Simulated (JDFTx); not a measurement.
```yaml
surface: Si(111)
bulk: Si, Fd-3m, lattice of mp-149 (not re-optimised)
slab: 12 atoms in 6 planes, (2×1), 7.1 Å between the outermost planes
in-plane cell: 7.699 × 3.849 Å, 25.66 Å²
cell_height: 26.1 Å
sampling: 3×6×1 k mesh, Fermi smearing 0.003 Ha, no spin polarisation
```

Both faces carry Cl and Br (1.00 monolayer in all).

Method: PBE, GBRV ultrasoft potentials, plane waves to 20/100 Ha, in a modified build of JDFTx. Each face has two sites a cell, capped by Cl and Cl, Cl and Br, or Br and Br, and relaxed in vacuum within the start's symmetry. The ionisation potential is minus the Kohn-Sham valence edge against vacuum. These are electronic energies without vibrational corrections.

```csv
caps,energy of the cell (eV),ionisation potential (eV)
all Cl,-2937.465,5.72
"half Cl, half Br",-2858.360,5.52
all Br,-2779.218,5.32
```

Working it through: the mixing energy a site, and the change of the surface dipole a site on going from Cl to Br.

The cell has four sites (two a face). Mixing energy: [-2858.360 − ½(-2937.465 + -2779.218)]/4 = -5 meV a site; no gas reference enters. That is close to ideal mixing. The ionisation potential changes by -0.40 eV. Read as a dipole layer, ΔIP = 4π(e²/4πε₀) p/A with A = 12.83 Å² a site and e²/4πε₀ = 14.40 eV Å gives p = -0.028 e Å = -0.14 D a site, negative end outward where positive. This takes the valence edge to be the same kind of state under both caps, which surface states can spoil.
